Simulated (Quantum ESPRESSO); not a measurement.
```cif
data_BrTl
_chemical_formula_sum 'Br1 Tl1'
_space_group_name_H-M_alt 'P 1'
_space_group_IT_number 1
_cell_length_a 3.99991
_cell_length_b 3.99991
_cell_length_c 3.99991
_cell_angle_alpha 90.000
_cell_angle_beta 90.000
_cell_angle_gamma 90.000
loop_
_space_group_symop_operation_xyz
  'x, y, z'
loop_
_atom_site_label
_atom_site_type_symbol
_atom_site_fract_x
_atom_site_fract_y
_atom_site_fract_z
_atom_site_occupancy
Br1 Br 0.50000 0.50000 0.50000 1
Tl1 Tl 0.00000 0.00000 0.00000 1
```

The geometry is that of Materials Project entry mp-22875, symmetrised and not relaxed again.

### Question
What does norm-conserving PBEsol (Quantum ESPRESSO, 62 Ry, with spin-orbit coupling) give for the electronic structure near the Fermi level?

### Answer
The PBEsol gap is indirect, 1.21 eV, from X to R; the smallest direct gap is 1.57 eV.
